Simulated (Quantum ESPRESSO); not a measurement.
# Computed records: MgGa$_{3}$P$_{3}$S (made-up cell)

Computed with Quantum ESPRESSO 7.5. Calculation on a made-up crystal cell, not a measurement, with one named mistake planted (healthy values lack it): periodic Kohn-Sham density functional theory in plane waves with PseudoDojo standard norm-conserving scalar-relativistic pseudopotentials, each functional with its own files (v0.5 for PBE, v0.4.1 for LDA and PBEsol), no spin polarisation, no spin-orbit coupling, atoms not relaxed, stress positive in tension, energies less a fixed whole-eV offset for each atom's element; levels are Kohn-Sham levels at fractions of this cell's reciprocal vectors, counted from the reference band (half the neutral cell's valence electrons, rounded up) at Gamma; error bars cover cutoff and k-mesh only, not smearing or the files; a charged cell sits in a uniform background, with energy and stress on this program's zero of potential; each bar is the largest change over components, and at least 0.002 eV, 0.002 eV per angstrom or 0.02 GPa; energies are for the whole cell, and the offsets were chosen from early runs and are not element reference energies; a distance is the largest change of any value in units of its error bar, a scale change is of lengths, and a coarse mesh keeps the half-step shift.

MgGa$_{3}$P$_{3}$S (made-up cell)

Intended structure:
```
cell vectors (Å)
   5.6116    -0.0604     0.0356
  -0.0604     5.5428    -0.0349
   0.0356    -0.0349     5.5396
atoms (fractions of the cell vectors)
Mg -0.00457 -0.00507 -0.00143
Ga  0.00003  0.50208  0.50789
Ga  0.49784  0.00249  0.49387
Ga  0.50020  0.50204 -0.00009
S   0.25142  0.24953  0.25519
P   0.25139  0.75235  0.74894
P   0.75073  0.24171  0.74513
P   0.75253  0.75033  0.24805
```

- lattice type: zincblende/diamond
- intended functional: pbe
- intended cutoff: 1143 eV
- intended fermi dirac smearing: 0.025 eV
- intended scf tolerance: 1e-07 eV
- intended electrons removed: 0
- healthy free energy less offsets: -1.677 eV
- healthy smearing term minus ts: 0 eV
- healthy scf iterations: 10
- healthy pressure: 0.85 GPa
- healthy stress xx: -0.4 GPa
- healthy stress yy: -0.94 GPa
- healthy stress zz: -1.2 GPa
- healthy stress yz: 0.1 GPa
- healthy stress xz: 1.37 GPa
- healthy stress xy: -1.09 GPa
- healthy reference band: 35
- fault kind: wrong functional
- fault functional: pbesol
- intended k mesh: 4 x 4 x 4, shifted by half a step
- structure shown: as intended, without the mistake
- faulty free energy less offsets: 10.9 eV
- faulty smearing term minus ts: 0 eV
- faulty scf iterations: 10
- faulty pressure: -1.649 GPa
- faulty stress xx: 2.104 GPa
- faulty stress yy: 1.557 GPa
- faulty stress zz: 1.285 GPa
- faulty stress yz: 0.1088 GPa
- faulty stress xz: 1.354 GPa
- faulty stress xy: -1.036 GPa
- faulty reference band: 35
- other mistakes run: 7
- distance from healthy: 1983 error bars
- distance from nearest other mistake: 874.7 error bars
- healthy error bar energy: 0.006345 eV
- healthy error bar stress: 0.02 GPa
- healthy error bar force: 0.002154 eV/Å
- healthy error bar next band up: 0.002 eV

Atoms:
| atoms element | atom site | atom energy offset (eV) |
| --- | --- | --- |
| Mg | 1 | -1617 |
| Ga | 2 | -2080 |
| Ga | 3 | -2080 |
| Ga | 4 | -2080 |
| S | 5 | -302 |
| P | 6 | -189 |
| P | 7 | -189 |
| P | 8 | -189 |

Healthy forces:
| site | x (eV/Å) | y (eV/Å) | z (eV/Å) |
| --- | --- | --- | --- |
| 1 | 0.225 | 0.423 | -0.202 |
| 2 | -0.594 | 0.455 | 0.164 |
| 3 | 0.582 | -0.622 | 0.436 |
| 4 | 0.56 | 0.319 | -0.659 |
| 5 | 0.104 | 0.272 | 0.015 |
| 6 | 0.5 | -0.616 | -0.333 |
| 7 | -0.642 | 0.61 | -0.162 |
| 8 | -0.735 | -0.84 | 0.741 |

Healthy levels:
| level k point | next band up (eV) |
| --- | --- |
| Gamma | 0.926 |
| (1/2,1/2,1/2) | 0.803 |
| (0.15,0,0) | 1.375 |
| (0,0.15,0) | 1.371 |
| (0,0,0.15) | 1.369 |

Faulty forces:
| site | x (eV/Å) | y (eV/Å) | z (eV/Å) |
| --- | --- | --- | --- |
| 1 | 0.2277 | 0.423 | -0.1919 |
| 2 | -0.5686 | 0.4361 | 0.1639 |
| 3 | 0.5695 | -0.6006 | 0.4297 |
| 4 | 0.548 | 0.3074 | -0.6286 |
| 5 | 0.16 | 0.3169 | 0.0689 |
| 6 | 0.5358 | -0.6557 | -0.3891 |
| 7 | -0.6862 | 0.6472 | -0.2255 |
| 8 | -0.7861 | -0.8744 | 0.7726 |

Faulty levels:
| level k point | next band up (eV) |
| --- | --- |
| Gamma | 0.8245 |
| (1/2,1/2,1/2) | 0.7072 |
| (0.15,0,0) | 1.279 |
| (0,0.15,0) | 1.274 |
| (0,0,0.15) | 1.271 |
